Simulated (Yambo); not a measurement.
Yambo run on CdO2H2 (space group P-3m1, No. 164). The wavefunctions are PBEsol (pw.x of Quantum ESPRESSO, ONCV potentials, without SOC) ones on a 6×6×4 mesh (17 occupied bands); a = b = 3.5433 Å, c = 4.5852 Å, α = β = 90.00°, γ = 120.00°.

Yambo input:

```
rim_cut
gw0
dyson
el_el_corr
HF_and_locXC
cohsex
em1s
RandQpts= 1000000
RandGvec= 1 Ry
EXXRLvcs= 102 Ry
VXCRLvcs= 408 Ry
Chimod= "HARTREE"
% BndsRnXs
 5 | 79 |
%
NGsBlkXs= 7 Ry
% LongDrXs
 1.0 | 1.0 | 1.0 |
%
ExtendOut
% QPkrange
 1 | 1 | 17 | 18 |
 10 | 10 | 17 | 17 |
%
```

k points by index: 1 = Γ, 10 = M.

The o-*.qp file then holds:

```
#    K-point    Band    Eo [eV]    E [eV]    E-Eo [eV]    Vxc [eV]    Vnlxc [eV]    Sc|Eo [eV]    Re(Z)    Im(Z)
#
    1    17    -0.379452    -3.293979    -2.914526    -21.17502    -26.98761    2.898061    1.000000    0.000000
    1    18    1.591141    1.357812    -0.233330    -12.24958    -8.315515    -4.167391    1.000000    0.000000
    10    17    0.000000    -2.715399    -2.715399    -21.35144    -26.98533    2.918488    1.000000    0.000000
```
(The two width columns are left out.) Convergence of these settings isn't established.

Geometry relaxed with PBE+D3(BJ).

The structure is a Materials Project entry; no match was found in the copy of COD used, and its stability was not checked.
